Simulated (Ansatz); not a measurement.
B4C in space group Cm (No. 8; Pearson symbol mS30), DFT-r²SCAN in the program Ansatz with PAW potentials. The conduction-band minimum lies at A, with 1 equivalent valley. Second derivatives d²E/dk² of the lowest band at one valley (eV·Å²), along Cartesian directions:

| direction | d²E/dk² |
|---|---|
| [100] | 2.168 |
| [010] | 4.225 |
| [001] | 21.89 |
| [110] | 3.197 |
| [101] | 15.66 |
| [011] | 13.05 |

Question: Find the principal effective masses, the density-of-states mass and the conductivity mass.

Answer: Off-diagonal terms follow from H_xy = H[110] − (H_xx + H_yy)/2, and m*/mₑ = 7.620 eV·Å² over each eigenvalue: 0.34, 1.8, 5.0. One valley's DOS mass (m₁m₂m₃)^(1/3) = 1.5, conductivity mass 3/(Σ 1/mᵢ) = 0.81 mₑ.

Question: What effective density of states Nc follows at 300 K for parabolic valleys?

Answer: Nc = 2.509e19 × 1 × (1.5)^(3/2) ≈ 4.6e19 cm⁻³.

Question: With the computed static dielectric constant 7.82 (mean of the diagonal), estimate a hydrogenic donor's binding energy and radius.

Answer: E = 13.606 eV × 0.81/7.82² ≈ 180 meV; a = 0.529 Å × ε/m* ≈ 5.1 Å. Semilocal masses tend to be too small where the gap is.

The first step of the workflow began from a Materials Project structure, measured or hypothetical; the Crystallography Open Database copy checked does not list it. Its standing as an ambient phase is unchecked. Symmetry was held in the r²SCAN relaxation; of distortions, only those at the zone centre were tested.

Potentials: the later of the program's two PAW sets.
